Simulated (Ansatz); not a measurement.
A structure of Y2Ge2O7 relaxed with r2SCAN (plane waves to 500 eV, PAW, scalar-relativistic; Ansatz, an electronic-structure program); single points at other levels follow on the same geometry (Ansatz, PAW; HSE06 at 420 eV on a 4×4×4 k-mesh; no spin-orbit coupling). Space group Fd-3m (No. 227).

```xyz
22
Lattice="0.0000 4.9574 4.9574 4.9574 0.0000 4.9574 4.9574 4.9574 0.0000" Properties=species:S:1:pos:R:3 pbc="T T T"
Y      1.2394     1.2394     1.2394
Y      3.7181     3.7181     1.2394
Y      3.7181     1.2394     3.7181
Y      1.2394     3.7181     3.7181
Ge     6.1968     6.1968     6.1968
Ge     3.7181     3.7181     6.1968
Ge     3.7181     6.1968     3.7181
Ge     6.1968     3.7181     3.7181
O      9.4330     7.4361     7.4361
O      5.4393     7.4361     7.4361
O      7.4361     9.4330     7.4361
O      7.4361     5.4393     7.4361
O      7.4361     7.4361     9.4330
O      7.4361     7.4361     5.4393
O      4.9574     6.9543     4.9574
O      4.9574     2.9606     4.9574
O      6.9543     4.9574     4.9574
O      2.9606     4.9574     4.9574
O      4.9574     4.9574     2.9606
O      4.9574     4.9574     6.9543
O      0.0000     0.0000     0.0000
O      2.4787     2.4787     2.4787
```

```tsv
level	gap (eV)	kind	conduction minimum
r2SCAN	4.11	indirect	Γ
HSE06	…	–	…
```

Q: Complete the blanks.

A: 
- HSE06, gap (eV): 5.24
- HSE06, conduction minimum: Γ

HSE06 gaps come from a coarse mesh plus a few chosen points, so they may be too large. For this cell size the semilocal gaps come from the SCF mesh and high-symmetry points. No spin polarisation in the result.

The run could not lose the symmetry of its start.

The first start was generated by placing the elements on the sites of a structure type. Materials Project lists a structure of Y2Ge2O7 in the same space group, Fd-3m (No. 227); the sites were not compared with it, nor with measured phases.
